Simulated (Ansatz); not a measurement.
GaSb (wurtzite, P6_3mc), DFT-r²SCAN in the program Ansatz with PAW potentials, all energies at zero smearing, with the estimated change up to a 700 eV cutoff added, with one set of potentials and settings (totals compare only within such a set). Cell of 4 atoms (2 Ga, 2 Sb): -20579.674 eV.

```json
[
 {"element": "Ga", "reference phase": "Cmce, 4 atoms in the cell", "E (eV/atom)": "-3790.2689"},
 {"element": "Sb", "reference phase": "R-3m, 2 atoms in the cell", "E (eV/atom)": "-6499.1272"}
]
```

Formation energy per atom, worked out: (-20579.674 − 2×(-3790.2689) − 2×(-6499.1272))/4 = -0.220 eV/atom (-21 kJ per mol of atoms), at 0 K, without zero-point energy or fitted corrections.

The workflow started from a Materials Project entry (that database holds measured and hypothetical structures alike); the Crystallography Open Database copy checked does not list it. It is not the phase usual at ambient conditions (space group No. 216). Symmetry was held in the r²SCAN relaxation; its stability against distortions is not shown here. The references are the lowest solids computed at this level, not always the standard phases. Scalar-relativistic: spin–orbit coupling is off unless named, which matters more the heavier the elements.

Potentials: the later of the program's two PAW sets.
